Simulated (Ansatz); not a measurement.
Bi2CaSe3:
```
CELL_PARAMETERS angstrom
      4.54029     0.00000     0.00000
     -2.27014     3.93200     0.00000
      0.00000     0.00000     9.26326
ATOMIC_POSITIONS crystal
  Se 0.33333 0.66667 0.66717
  Bi 0.66667 0.33333 0.84340
  Se 0.00000 0.00000 0.00000
  Bi 0.33333 0.66667 0.15660
  Se 0.66667 0.33333 0.33283
  Ca 0.00000 0.00000 0.50000
```

Relaxed with r²SCAN+D4. Special points in fractions of this cell's reciprocal vectors: Γ (0.000, 0.000, 0.000); M (0.500, 0.000, 0.000); K (0.333, 0.333, 0.000); A (0.000, 0.000, 0.500); L (0.500, 0.000, 0.500); H (0.333, 0.333, 0.500).

Task: List the band energies nearest the Fermi level at these points for DFT-r²SCAN+D4 with spin–orbit coupling in the program Ansatz with PAW potentials.

Result: In eV from the Fermi level; about four levels below and three above (degenerate sets whole), none deeper than 8.9 eV; points with the same levels are listed once.

```csv
k,below,above
Γ,-1.75 -1.75 -0.50 -0.50,0.11 0.11 0.20 0.20
M,-1.84 -1.84 -0.43 -0.43,1.10 1.10 1.67 1.67
K,-2.35 -2.35 -2.29 -2.29,0.31 0.31 0.85 0.85
A,-0.25 -0.25 -0.14 -0.14,0.34 0.34 1.53 1.53
L,-1.92 -1.92 -0.45 -0.45,1.04 1.04 1.55 1.55
H,-1.82 -1.82 -1.81 -1.81,0.70 0.70 0.86 0.86
```

Space group P-3m1. A made-up cell: these elements were put on the sites of a structure type; neither database checked (COD, Materials Project) lists it. Its standing as an ambient phase is unchecked. The r²SCAN+D4 relaxation kept the symmetry of its start; whether a distortion lowers the energy is not shown.

Potentials: the later of the program's two PAW sets.
